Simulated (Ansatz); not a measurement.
SnS₂:
```
SnS2
1.0
    3.63224     0.00000     0.00000
   -1.81612     3.14561     0.00000
    0.00000     0.00000     5.70059
Sn S
1 2
Direct
  0.00000   0.00000   0.00000
  0.33333   0.66667   0.25735
  0.66667   0.33333   0.74265
```

Relaxed with LDA in the plane-wave PAW code Ansatz. Indices refer to the conventional cell of P-3m1, a = b = 3.6322 Å, c = 5.7006 Å, α = β = 90.00°, γ = 120.00°.

Question: Simulate the powder diffraction pattern (Cu Kα1, λ = 1.54056 Å; lines above 1 %) up to 2θ = 90°.

Answer: Simulated powder pattern, Cu Kα1, λ = 1.54056 Å (kinematic, ideal powder, no thermal factors, no anomalous dispersion; the 30 strongest lines at most, above 1 %, up to 2θ = 90°):

```
2θ (°)  d (Å)  I/Imax (%)                    hkl
------  -----  ----------  ---------------------
15.53   5.701          75                 (0001)
28.35   3.146          29             (1 0 -1 0)
31.36   2.850         2.8                 (0002)
32.48   2.754         100  (0 1 -1 1)+(1 0 -1 1)
42.78   2.112          59  (1 0 -1 2)+(0 1 -1 2)
47.83   1.900         5.1                 (0003)
50.19   1.816          27             (1 1 -2 0)
52.86   1.730          19             (1 1 -2 1)
56.54   1.626          18  (1 0 -1 3)+(0 1 -1 3)
58.65   1.573         3.9             (2 0 -2 0)
60.39   1.532         3.0             (1 1 -2 2)
61.07   1.516          15  (2 0 -2 1)+(0 2 -2 1)
65.43   1.425         3.8                 (0004)
68.02   1.377          14  (0 2 -2 2)+(2 0 -2 2)
71.85   1.313         8.7             (1 1 -2 3)
72.79   1.298         4.1  (0 1 -1 4)+(1 0 -1 4)
78.95   1.212         6.6  (0 2 -2 3)+(2 0 -2 3)
80.76   1.189         3.0             (2 1 -3 0)
82.88   1.164          13  (1 2 -3 1)+(2 1 -3 1)
86.79   1.121          11             (1 1 -2 4)
89.17   1.097          14  (2 1 -3 2)+(1 2 -3 2)
```

Symmetry was held in the LDA relaxation. A crystal of weakly bound layers computed without a dispersion correction: the cell and the soft elastic constants depend strongly on that. Spin–orbit coupling is left out wherever it is not named.

Potentials: the later of the program's two PAW sets.
